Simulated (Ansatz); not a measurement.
## HfN: energy along a strain

HfN, Fm-3m, a = 4.518 Å (as given, not relaxed at this level: -3.0 GPa). Ansatz: PBEsol, PAW, 420 eV, Γ-centred 18×18×18 mesh on 2 atoms, Gaussian smearing 0.15 eV; no spin polarisation. Cell vectors (Å): 0.000 2.259 2.259; 2.259 0.000 2.259; 2.259 2.259 0.000. The cell is strained by x per cent times the pattern (0 0 0 1 0 0) in the order xx yy zz yz xz xy (engineering shears), with fractional coordinates held. y is the free energy over the start, V0 = 11.528 Å³/atom. Symmetry makes y even in x.

| x (%) | y (meV/atom) |
| --- | --- |
| -6.00 | 15.63 |
| -3.00 | 3.86 |
| 0.00 | 0.00 |
| 0.75 | 0.24 |
| 1.50 | 0.96 |
| 2.25 | 2.17 |
| 3.75 | 6.05 |
| 4.50 | 8.73 |
| 5.25 | ? |

**Question.** Fit y = c2 x² + c4 x⁴ to the other rows, get the stiffness along the pattern, and predict the missing energy.

**Answer.** Least squares on the rows shown. y = 0.42737 x² + 0.00018864 x⁴. The clamped-ion stiffness p·C·p = 2 × 4.274 eV × 160.2 / 11.528 Å³ = 119 GPa, which is C44 in these axes (second derivative at the start, which stands under stress). At x = 5.25 the fit asked for gives 11.92 meV/atom. The run gave 11.91 meV/atom, so the fit is 0.01 meV/atom too high, a small miss on the scale of the series.

The cell has an odd number of electrons and ran without spin polarisation, so a magnetic or disproportionated state may lie lower. Spin–orbit coupling is left out, which can shift energies with elements as heavy as these.